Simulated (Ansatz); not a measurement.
ZnS with Te replacing S: which input changes reach the field gradients?

Cell: a supercell of ZnS (space group P6_3mc) built from a COD entry, with all atoms left at the host's positions.

Space group P3m1 (No. 156); a = 7.6454, c = 12.5200 Å, γ = 120.00°.

| site | Wyckoff | site symmetry | x | y | z |
| --- | --- | --- | --- | --- | --- |
| Zn1 | 3d | .m. | 0.8333 | 0.6667 | 0.0000 |
| Zn3 | 1b | 3m. | 0.3333 | 0.6667 | 0.0000 |
| Zn5 | 3d | .m. | 0.8333 | 0.6667 | 0.5000 |
| Zn7 | 1b | 3m. | 0.3333 | 0.6667 | 0.5000 |
| Zn9 | 1a | 3m. | 0.0000 | 0.0000 | 0.2500 |
| Zn10 | 3d | .m. | 0.0000 | 0.5000 | 0.2500 |
| Zn13 | 3d | .m. | 0.1667 | 0.8333 | 0.7500 |
| Zn16 | 1c | 3m. | 0.6667 | 0.3333 | 0.7500 |
| S17 | 3d | .m. | 0.8333 | 0.6667 | 0.1875 |
| S19 | 1b | 3m. | 0.3333 | 0.6667 | 0.1875 |
| S21 | 3d | .m. | 0.8333 | 0.6667 | 0.6875 |
| S23 | 1b | 3m. | 0.3333 | 0.6667 | 0.6875 |
| Te | 1a | 3m. | 0.0000 | 0.0000 | 0.4375 |
| S26 | 3d | .m. | 0.0000 | 0.5000 | 0.4375 |
| S29 | 3d | .m. | 0.1667 | 0.8333 | 0.9375 |
| S32 | 1c | 3m. | 0.6667 | 0.3333 | 0.9375 |

One atom of each set is listed.

Reference run. The numbers come from a DFT calculation in Ansatz (PBE, plane waves and PAW, scalar-relativistic, 420 eV cutoff, Γ-centred 3×3×2 k-points, Fermi–Dirac smearing 0.01 eV).

It gives V_zz (10²¹ V/m²) Te 1.55 (η 0.00), Zn5 -2.77 (η 0.13), S26 -0.90 (η 0.30), among others. Each of these runs changes the input as listed (caps on SCF iterations aside):

A. magnetization: not typed → {spin_polarized: true, spin_orbit: true}; hamiltonian.pseudopotentials: {kind: paw} → {kind: nc}
B. basis.ecutrho_ratio: not typed → 12; scf.algorithm: not typed → direct_min

Problem. How does each run end, and how far do the gradients move?

Solution. 

| run | Te V_zz (η) | Zn5 V_zz (η) | S26 V_zz (η) | largest change of a gradient tensor, all atoms | note |
| --- | --- | --- | --- | --- | --- |
| A | – | – | – | – | refused: 3 input errors — fix all and re-run |
| B | 1.54 (0.00) | -2.77 (0.13) | -0.90 (0.30) | 0.00 | converged |

Run B, the only one that finished, moves no gradient tensor by more than 0.01. Run A holds spin-orbit coupling on scalar files.

On the reference run: The defect repeats with the cell of 32 atoms, so it feels its images: sites between two images don't show the values beside a lone defect, and zeros or small values of η there can come from the images' arrangement. S and Zn carry a gradient in the pure host already, so the values there aren't the defect's effect alone. Without spin–orbit coupling the gradients at and beside Te can be off by some per cent, at some sites by more. The neighbours have not yet relaxed around the defect (largest force 2.4 eV/Å), so a real crystal will differ.
